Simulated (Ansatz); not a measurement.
# Does relaxation matter for the field gradients of ZnS with Br replacing S?

Start: a supercell of ZnS (space group P6_3mc) built from an entry of the Crystallography Open Database (COD), with all atoms left at the host's positions.

```yaml
crystal:
  lattice:
    - [7.64540, 0.00000, 0.00000]
    - [-3.82270, 6.62111, 0.00000]
    - [0.00000, 0.00000, 12.52000]
  atoms:
    - { symbol: Zn, position: [0.00000, 0.00000, 0.00000] }
    - { symbol: Zn, position: [0.00000, 0.50000, 0.00000] }
    - { symbol: Zn, position: [0.50000, 0.00000, 0.00000] }
    - { symbol: Zn, position: [0.50000, 0.50000, 0.00000] }
    - { symbol: Zn, position: [0.00000, 0.00000, 0.50000] }
    - { symbol: Zn, position: [0.00000, 0.50000, 0.50000] }
    - { symbol: Zn, position: [0.50000, 0.00000, 0.50000] }
    - { symbol: Zn, position: [0.50000, 0.50000, 0.50000] }
    - { symbol: Zn, position: [0.16667, 0.33333, 0.25000] }
    - { symbol: Zn, position: [0.16667, 0.83333, 0.25000] }
    - { symbol: Zn, position: [0.66667, 0.33333, 0.25000] }
    - { symbol: Zn, position: [0.66667, 0.83333, 0.25000] }
    - { symbol: Zn, position: [0.33333, 0.16667, 0.75000] }
    - { symbol: Zn, position: [0.33333, 0.66667, 0.75000] }
    - { symbol: Zn, position: [0.83333, 0.16667, 0.75000] }
    - { symbol: Zn, position: [0.83333, 0.66667, 0.75000] }
    - { symbol: S, position: [0.00000, 0.00000, 0.18750] }
    - { symbol: S, position: [0.00000, 0.50000, 0.18750] }
    - { symbol: S, position: [0.50000, 0.00000, 0.18750] }
    - { symbol: S, position: [0.50000, 0.50000, 0.18750] }
    - { symbol: S, position: [0.00000, 0.00000, 0.68750] }
    - { symbol: S, position: [0.00000, 0.50000, 0.68750] }
    - { symbol: S, position: [0.50000, 0.00000, 0.68750] }
    - { symbol: S, position: [0.50000, 0.50000, 0.68750] }
    - { symbol: Br, position: [0.16667, 0.33333, 0.43750] }
    - { symbol: S, position: [0.16667, 0.83333, 0.43750] }
    - { symbol: S, position: [0.66667, 0.33333, 0.43750] }
    - { symbol: S, position: [0.66667, 0.83333, 0.43750] }
    - { symbol: S, position: [0.33333, 0.16667, 0.93750] }
    - { symbol: S, position: [0.33333, 0.66667, 0.93750] }
    - { symbol: S, position: [0.83333, 0.16667, 0.93750] }
    - { symbol: S, position: [0.83333, 0.66667, 0.93750] }
```

Sites (sets of like atoms) are named by element and the number of their first atom in this list.

All values are calculated (Ansatz; DFT, PBE, plane waves and PAW, scalar-relativistic, 420 eV cutoff, Γ-centred 3×3×2 k-points, Fermi–Dirac smearing 0.01 eV, cell charge +1), not measured.

The largest force at the start is 2.2 eV/Å. Relaxing the ions at fixed cell moves them by 0.328 Å at most (atom 9, Zn) and 0.099 Å rms.

```tsv
site	atom	moved (Å)	first shell before	first shell after	V_zz before (10²¹ V/m²)	η before
Zn1	1	0.029	4 S at 2.34–2.35 Å	4 S at 2.32–2.35 Å	0.95	0.26
Zn5	5	0.246	3 S at 2.34–2.35 Å, 1 Br at 2.34 Å	3 S at 2.28–2.30 Å, 1 Br at 2.59 Å	4.34	0.19
Zn7	7	0.062	4 S at 2.34–2.35 Å	4 S at 2.30–2.35 Å	-0.69	0.00
Zn9	9	0.328	3 S at 2.34 Å, 1 Br at 2.35 Å	3 S at 2.29 Å, 1 Br at 2.66 Å	4.88	0.00
Zn13	13	0.031	4 S at 2.34–2.35 Å	4 S at 2.33–2.35 Å	-0.41	0.84
S17	17	0.036	4 Zn at 2.34–2.35 Å	4 Zn at 2.29–2.35 Å	1.60	0.07
S23	23	0.017	4 Zn at 2.34–2.35 Å	4 Zn at 2.30–2.33 Å	0.60	0.00
Br	25	0.019	4 Zn at 2.34–2.35 Å	4 Zn at 2.59–2.66 Å	-1.49	0.00
S26	26	0.029	4 Zn at 2.34–2.35 Å	4 Zn at 2.30–2.36 Å	2.57	0.32
S29	29	0.010	4 Zn at 2.34–2.35 Å	4 Zn at 2.33 Å	0.70	0.38
S32	32	0.010	4 Zn at 2.34–2.35 Å	4 Zn at 2.31–2.32 Å	1.19	0.00
```

(1) What are V_zz and η after the relaxation?

Results:

(1) 

```csv
site,atom,V_zz after,η after,change of V_zz
Zn1,1,1.01,0.14,+0.06
Zn5,5,8.41,0.12,+4.07
Zn7,7,-1.50,0.00,-0.81
Zn9,9,9.78,0.00,+4.90
Zn13,13,-0.79,0.63,-0.38
S17,17,1.46,0.46,–
S23,23,0.72,0.00,+0.12
Br,25,-0.99,0.00,+0.50
S26,26,1.70,0.32,–
S29,29,0.37,0.25,-0.33
S32,32,0.28,0.00,-0.91
```

The largest change of V_zz along a kept axis is on Zn9, from 4.88 to 9.78. In per cent, |V_zz| changes by +7 to +117 on Zn, -76 to +20 on S, -34 on Br (all sites that start above 0.5, bar those whose gradient vanishes or changes sign or whose main axis turns by over 40°). Where |V_zz| stays above 0.1 and the axes keep their order, η moves most on Zn13, from 0.84 to 0.63. On Zn1 V_xx and V_yy change places (or their axes turn by over 50°), so the two values of η hide a larger change. On S26, S17 the largest principal value lies along another axis in the second run, so the two V_zz can't be compared directly. The table leaves out 5 of the 16 sites, with |V_zz| up to 2.21; their tensors move by 1.71 at most along any direction. The statements above cover all sites. The host's own positions weren't relaxed first, so part of the change far from the defect can be the host's relaxation.

The defect repeats with the cell of 32 atoms, so it feels its images: sites between two images don't show the values beside a lone defect, and zeros or small values of η there can come from the images' arrangement. S and Zn carry a gradient in the pure host already, so the values there aren't the defect's effect alone. A uniform background compensates the cell's charge.
Before: The neighbours have not yet relaxed around the defect (largest force 2.2 eV/Å), so a real crystal will differ.
After: The relaxation keeps the site symmetry 3m of the start, so the impurity can move only along its axis; a start off the site could end lower.
